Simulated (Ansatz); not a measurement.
This Ansatz input for YbOs₃ in the AuCu3-type structure was spoiled on purpose:

```yaml
crystal:
  lattice:
    - [4.0126238335, 0.0, 0.0]
    - [0.0, 4.0126238335, 0.0]
    - [0.0, 0.0, 4.0126238335]
  atoms:
    - { symbol: Yb, position: [0.0, 0.0, 0.0] }
    - { symbol: Os, position: [0.0, 0.5, 0.5] }
    - { symbol: Os, position: [0.5, 0.5, 0.0] }
    - { symbol: Os, position: [0.5, 0.0, 0.5] }
basis:
  ecutwfc: 420
  ecutrho_ratio: 4
kpoints:
  mp_grid: { grid: [8, 8, 8] }
hamiltonian:
  xc: pbe
scf:
  occupations: { method: gaussian, width: 0.05 }
  max_iter: 2.5
output:
  forces: true
  stress: true
```

Launched as:
```sh
ansatz run input.yaml --threads 2 --pin off --max-ram 2662MiB --backend cpu --events-out ev --progress --plain --runs-dir out
```

Problem. What is wrong with it?

Solution. A value of the wrong type. Against the sound input: scf.max_iter: 2.5.

What the program printed:

```
Error: YAML parse error: error: line 20 column 13: invalid u64
  --> <input>:20:13
   |
```

The input was refused before any iteration. Run time: 0.02 s on 2 threads of Arm Neoverse V2 (shared host), peak memory 0.021 GiB. The run before the change (PBE, 420 eV, 8×8×8 mesh) gave:

| run | P (GPa) | gap on the mesh (eV) | cell moment (μB) | largest force component (eV/Å) |
| --- | --- | --- | --- | --- |
| sound | 0.0 | metal | – | 0.000 |

The structure was built from a prototype; whether the compound forms in it isn't claimed.

Of that run: Without a U the 4f levels of Yb lie too near the Fermi level, so their share of the states there, and what hangs on it, is overstated. Spin polarisation wasn't allowed in this run, so with an open shell this may not be the ground state.
